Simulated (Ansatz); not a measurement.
TiP (CsCl type, Pm-3m) at seven volumes, PBE (plane waves, PAW; program Ansatz), scaled uniformly. One row is withheld.

```
V (Å³/atom)  P (GPa)
-----------  -------
13.239             ?
13.675          9.70
14.112          4.53
14.548          0.00
14.985         -3.91
15.421         -7.25
15.857        -10.10
```

Task: Fit the shown pressures and predict the withheld one.

Result: P = (3/2)B₀(x^(7/2) − x^(5/2))[1 + (3/4)(B′ − 4)(x − 1)] with x = (V₀/V)^(2/3). Least squares on the six rows gives V₀ = 14.548 Å³/atom, B₀ = 139 GPa, B′ = 3.93. At V = 13.239, x = 1.0649 and P = 15.77 GPa. The run itself gave 15.83 GPa.

The cell is a constructed one: a structure type filled with these elements; neither database checked (COD, Materials Project) lists it. COD files the formula under space group No. 194, so this cell is another polymorph or a model. Whether it is the stable phase at ambient conditions was not checked. The cell was relaxed with PBE under the symmetry of its start; whether a distortion lowers the energy is not shown. The run is not spin-polarised.

Potentials: the earlier of the program's two PAW sets.
